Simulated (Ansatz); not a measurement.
Here is the system:

WS₂ (2H-MoS2 type, space group P6_3/mmc)

```yaml
crystal:
  lattice:
    - [3.15429, 0.00000, 0.00000]
    - [-1.57715, 2.73170, 0.00000]
    - [0.00000, 0.00000, 12.14086]
  atoms:
    - { symbol: W, position: [0.33333, 0.66667, 0.25000] }
    - { symbol: W, position: [0.66667, 0.33333, 0.75000] }
    - { symbol: S, position: [0.33333, 0.66667, 0.62030] }
    - { symbol: S, position: [0.66667, 0.33333, 0.12030] }
    - { symbol: S, position: [0.66667, 0.33333, 0.37970] }
    - { symbol: S, position: [0.33333, 0.66667, 0.87970] }
```

E(V) scan at fixed shape, V₀ the volume above. The atoms relax within the cell's symmetry.

All values below come from PBE-D3(BJ) (plane waves to 420 eV, PAW, scalar-relativistic; Ansatz, a first-principles code). k mesh 12×12×3 (Γ-centred), Fermi-Dirac smearing 0.05 eV. The energy includes the smearing's −TS. Stress and pressure are positive under compression. With the shape held, the modulus is that of even scaling; a crystal free to change shape is softer. Spin-orbit coupling is left out, though W is heavy. The PAW data are Ansatz's earlier set. WS2 is run without spin polarisation. WS2 was relaxed with its symmetry unable to fall. ΔE is measured from the relaxed starting cell.

The scan covers V/V₀ from 0.940 to 1.060 in 11 points.

Task: What pressure does the cell carry at V/V₀ = 0.940?

Result: 5.68 GPa.

Task: What is ΔE at V/V₀ = 1.060?

Result: 14.2 meV/atom.

Task: What is ΔE at V/V₀ = 0.940?

Result: 17.4 meV/atom.

(A scan under strain: stresses follow from slopes of the energy per volume, elastic moduli from its curvatures.)
